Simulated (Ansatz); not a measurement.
HgPd (L1₀ or tetragonal B2, P4/mmm) under volume change, the program Ansatz at the PBEsol level (PAW), shape and atoms relaxed at each volume.

```csv
V (Å³/atom),E − E(relaxed) (meV/atom),P (GPa)
15.435,?,?
15.944,32.0,10.78
16.453,7.5,4.86
16.962,0.0,0.00
17.471,6.5,-3.98
17.980,24.5,-7.22
18.488,?,?
```

**Question.** Some entries are withheld; supply them.

**Answer.** 
- 15.435, E − E(relaxed) (meV/atom): 77.3
- 15.435, P (GPa): 18.00
- 18.488, E − E(relaxed) (meV/atom): 51.7
- 18.488, P (GPa): -9.85

**Question.** What does a third-order Birch–Murnaghan fit give for V₀, B₀ and B′?

**Answer.** V₀ = 16.96 Å³/atom, B₀ = 146 GPa, B′ = 5.7.

The workflow started from an entry of the Crystallography Open Database (COD). Its standing as an ambient phase is unchecked. The PBEsol relaxation kept the symmetry of its start; of distortions, only those at the zone centre were tested. The run is not spin-polarised. Spin–orbit coupling is left out wherever it is not named.

Potentials: the later of the program's two PAW sets.
